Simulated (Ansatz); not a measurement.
An elastic tensor (GPa, Voigt order, standard axes) from DFT-r²SCAN in the program Ansatz with PAW potentials:

```csv
,1,2,3,4,5,6
1,412,186,137,19.1,0.0,0.0
2,186,412,137,-19.1,0.0,0.0
3,137,137,376,0.0,0.0,0.0
4,19.1,-19.1,0.0,87.9,0.0,0.0
5,0.0,0.0,0.0,0.0,87.9,19.1
6,0.0,0.0,0.0,0.0,19.1,113
```

Task: Which compound is it?
(A) SiO2, P3_221 (Si on 3a, O on 6c)
(B) BaTiO3, R3m (Ba on 3a, Ti on 3a, O on 9b)
(C) Ga2O3, corundum
(D) Bi, A7 (α-As type)

Result: C, Ga2O3, corundum

Space group R-3c (corundum). The cell was relaxed with r²SCAN under the symmetry of its start; of distortions, only those at the zone centre were tested.

Potentials: the earlier of the program's two PAW sets.
